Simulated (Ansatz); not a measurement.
TaSi2:
```cif
data_Si6Ta3
_chemical_formula_sum 'Ta3 Si6'
_space_group_name_H-M_alt 'P6422'
_space_group_IT_number 181
_space_group_name_Hall 'P 64 2 (0 0 2)'
_cell_length_a 4.77987
_cell_length_b 4.77987
_cell_length_c 6.55386
_cell_angle_alpha 90.000
_cell_angle_beta 90.000
_cell_angle_gamma 120.000
loop_
_atom_site_label
_atom_site_type_symbol
_atom_site_symmetry_multiplicity
_atom_site_Wyckoff_symbol
_atom_site_fract_x
_atom_site_fract_y
_atom_site_fract_z
_atom_site_occupancy
Ta1 Ta 3 c 0.50000 0.00000 0.00000 1
Si1 Si 6 i 0.15818 0.31637 0.00000 1
```

Relaxed with r²SCAN.

Problem. Which orbitals make up the states near the Fermi level in r²SCAN in the plane-wave PAW code Ansatz?

Solution. Within 0.5 eV of the Fermi level: Ta 5d 68 %, Si 3p 22 %, outside the projected shells 5 %. Projections are on Löwdin-orthogonalised atomic valence shells; empty p or d shells of many metals are not among them.

Problem. Tabulate the density of states.

Solution. States/eV per cell of 9 atoms, in 0.25 eV bins, energy from the Fermi level.

```csv
E (eV),total,Ta 5d,Si 3p,Si 3s
-7.85,1.45,0.30,0.46,0.57
-7.60,2.89,0.57,0.93,1.17
-7.35,2.43,0.51,0.80,0.94
-7.10,1.84,0.41,0.63,0.66
-6.85,1.53,0.33,0.67,0.40
-6.60,1.62,0.35,0.82,0.31
-6.35,2.39,0.51,1.38,0.29
-6.10,3.97,0.89,2.42,0.37
-5.85,2.73,0.68,1.49,0.38
-5.60,4.60,1.06,2.80,0.45
-5.35,2.11,0.52,1.14,0.29
-5.10,3.16,0.82,1.74,0.35
-4.85,3.32,0.93,1.81,0.33
-4.60,3.50,1.04,1.81,0.36
-4.35,2.71,0.82,1.35,0.32
-4.10,3.04,0.95,1.51,0.36
-3.85,3.44,1.08,1.71,0.45
-3.60,3.88,1.29,1.89,0.46
-3.35,4.33,1.61,2.08,0.40
-3.10,6.13,2.47,2.91,0.43
-2.85,8.01,3.40,3.92,0.35
-2.60,8.71,3.94,4.11,0.29
-2.35,11.25,5.81,4.73,0.27
-2.10,7.35,3.88,2.98,0.19
-1.85,5.10,2.72,1.91,0.24
-1.60,3.70,2.17,1.19,0.17
-1.35,3.30,2.06,0.95,0.15
-1.10,2.41,1.56,0.65,0.10
-0.85,1.82,1.19,0.48,0.07
-0.60,1.57,1.04,0.40,0.06
-0.35,1.87,1.26,0.46,0.07
-0.10,2.97,2.03,0.71,0.08
0.15,2.90,2.00,0.62,0.10
0.40,1.79,1.25,0.35,0.08
0.65,1.83,1.29,0.33,0.08
0.90,2.00,1.37,0.34,0.12
1.15,2.18,1.40,0.39,0.20
1.40,3.12,1.34,0.95,0.57
1.65,2.73,1.09,0.83,0.55
1.90,3.79,1.53,1.20,0.54
2.15,4.84,2.05,1.56,0.64
2.40,5.85,2.81,1.60,0.68
2.65,5.36,2.42,1.45,0.56
2.90,6.60,2.83,1.70,0.82
3.15,6.16,2.51,1.58,0.77
3.40,5.74,2.16,1.51,0.62
3.65,5.38,2.14,1.38,0.62
3.90,6.71,2.82,1.74,0.71
4.15,7.19,3.14,1.73,0.88
4.40,7.03,3.11,1.60,0.94
4.65,5.95,2.47,1.44,0.84
```

Space group P6_422. The first step of the workflow began from a Materials Project structure, measured or hypothetical; the Crystallography Open Database files this formula in space group No. 181, but the cells were not matched. Whether it is the stable phase at ambient conditions was not checked. The r²SCAN relaxation kept the symmetry of its start; whether a distortion lowers the energy is not shown. The run is not spin-polarised. Spin–orbit coupling is left out wherever it is not named.

Potentials: the later of the program's two PAW sets.
